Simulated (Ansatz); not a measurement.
Bi2Te3 on the sites of the tetradymite structure (relaxed group R-3m), relaxed with r2SCAN+rVV10. It is trigonal, R-3m (No. 166); conventional cell a = 4.392 Å, c = 31.353 Å, 34.91 Å³ an atom. Around Bi lie 6 Te at 3.06–3.25 Å; around Te lie 3 Bi at 3.06 Å; around Te lie 6 Bi at 3.25 Å.

```cif
data_structure
_symmetry_space_group_name_H-M 'P 1'
_symmetry_Int_Tables_number 1
_cell_length_a 10.7540
_cell_length_b 10.7540
_cell_length_c 10.7540
_cell_angle_alpha 23.563
_cell_angle_beta 23.563
_cell_angle_gamma 23.563
_cell_volume 174.55
loop_
_atom_site_label
_atom_site_type_symbol
_atom_site_fract_x
_atom_site_fract_y
_atom_site_fract_z
_atom_site_occupancy
Bi1 Bi 0.60165 0.60165 0.60165 1
Bi2 Bi 0.39835 0.39835 0.39835 1
Te1 Te 0.78642 0.78642 0.78642 1
Te2 Te 0.21358 0.21358 0.21358 1
Te3 Te 0.00000 0.00000 0.00000 1
```

4 runs of the PAW code Ansatz on this cell differ in the functional (and in the settings that go with it). Levels are in eV from each run's valence top; v1 is the last filled band, c1 the first empty one.

Run A, mean stress +1.6 GPa (compression positive):

| point | v4 | v3 | v2 | v1 | c1 | c2 |
| --- | --- | --- | --- | --- | --- | --- |
| Γ | -1.47 | -0.74 | -0.74 | 0.00 | 0.44 | 0.93 |
| T | -1.31 | -0.91 | -0.91 | -0.32 | 0.78 | 1.24 |
| H₂ | -2.51 | -1.64 | -0.89 | -0.68 | 1.40 | 1.74 |
| L | -2.63 | -2.01 | -0.84 | -0.53 | 0.77 | 1.43 |
| S₀ | -2.80 | -1.51 | -1.11 | -0.62 | 1.34 | 2.17 |
| F | -1.75 | -1.69 | -1.23 | -0.97 | 1.18 | 1.49 |

Run B, mean stress -0.1 GPa (compression positive):

| point | v4 | v3 | v2 | v1 | c1 | c2 |
| --- | --- | --- | --- | --- | --- | --- |
| Γ | -1.76 | -0.92 | -0.92 | 0.00 | 1.38 | 1.81 |
| T | -1.43 | -1.10 | -1.10 | -0.33 | 1.71 | 2.15 |
| H₂ | -2.92 | -1.92 | -1.06 | -0.79 | 2.37 | 2.75 |
| L | -3.07 | -2.31 | -1.04 | -0.61 | 1.71 | 2.38 |
| S₀ | -3.25 | -1.77 | -1.29 | -0.74 | 2.32 | 3.25 |
| F | -2.00 | -1.89 | -1.47 | -1.15 | 2.12 | 2.47 |

Run C, mean stress +0.9 GPa (compression positive):

| point | v4 | v3 | v2 | v1 | c1 | c2 |
| --- | --- | --- | --- | --- | --- | --- |
| Γ | -1.62 | -0.86 | -0.86 | 0.00 | 0.69 | 1.00 |
| T | -1.37 | -1.03 | -1.03 | -0.29 | 0.97 | 1.31 |
| H₂ | -2.64 | -1.74 | -0.98 | -0.74 | 1.59 | 1.90 |
| L | -2.81 | -2.10 | -0.96 | -0.57 | 0.98 | 1.54 |
| S₀ | -2.93 | -1.62 | -1.17 | -0.69 | 1.53 | 2.34 |
| F | -1.81 | -1.74 | -1.35 | -1.06 | 1.34 | 1.68 |

Run D, mean stress 0.0 GPa (compression positive):

| point | v4 | v3 | v2 | v1 | c1 | c2 |
| --- | --- | --- | --- | --- | --- | --- |
| Γ | -1.69 | -0.89 | -0.89 | 0.00 | 0.83 | 1.25 |
| T | -1.41 | -1.07 | -1.07 | -0.31 | 1.15 | 1.58 |
| H₂ | -2.80 | -1.83 | -1.02 | -0.76 | 1.81 | 2.16 |
| L | -2.97 | -2.23 | -1.00 | -0.60 | 1.15 | 1.81 |
| S₀ | -3.12 | -1.69 | -1.23 | -0.71 | 1.75 | 2.63 |
| F | -1.92 | -1.84 | -1.41 | -1.11 | 1.55 | 1.88 |

Q: Match the runs to PBE, r2SCAN, HSE06, PBE0.

A: A is PBE, B is PBE0, C is r2SCAN, D is HSE06. In order of the gap: PBE 0.44, r2SCAN 0.69, HSE06 0.83, PBE0 1.38 eV.

Calculated for a static, non-magnetic cell.

Spin-orbit coupling is left out; in compounds of Pb, Bi, Tl or Hg it can lower a gap by up to about 1 eV, split its edges or invert the bands.

The stress of a hybrid is loosely converged in these runs.
